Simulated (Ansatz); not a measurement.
LiF (rock salt, Fm-3m), plane-wave PAW LDA (Ansatz code). The conduction-band minimum lies at Γ, with 1 equivalent valley. Second derivatives d²E/dk² of the lowest band at one valley (eV·Å²), along Cartesian directions:

```
direction  d²E/dk²
---------  -------
[100]        7.851
[010]        7.851
[001]        7.851
[110]        7.849
[101]        7.849
[011]        7.849
```

### Question
Find the principal effective masses, the density-of-states mass and the conductivity mass.

### Answer
Off-diagonal terms follow from H_xy = H[110] − (H_xx + H_yy)/2, and m*/mₑ = 7.620 eV·Å² over each eigenvalue: 0.97, 0.97, 0.97. One valley's DOS mass (m₁m₂m₃)^(1/3) = 0.97, conductivity mass 3/(Σ 1/mᵢ) = 0.97 mₑ.

### Question
What effective density of states Nc follows at 300 K for parabolic valleys?

### Answer
Nc = 2.509e19 × 1 × (0.97)^(3/2) ≈ 2.4e19 cm⁻³.

### Question
With the computed static dielectric constant 8.23 (mean of the diagonal), estimate a hydrogenic donor's binding energy and radius.

### Answer
E = 13.606 eV × 0.97/8.23² ≈ 190 meV; a = 0.529 Å × ε/m* ≈ 4.5 Å. Semilocal masses tend to be too small when the gap is underestimated.

### Question
With ε∞ = 2.12 and ω_LO = 668 cm⁻¹, what Fröhlich coupling constant follows?

### Answer
α = (1/ε∞ − 1/ε0) √(m* × 13.606 eV/ħω_LO) = 4.4.

The LDA relaxation kept the symmetry of its start.

Potentials: the earlier of the program's two PAW sets. The files were generated under PBE; for other functionals the program regenerates the frozen cores, and for LDA and PBEsol the local potential too.
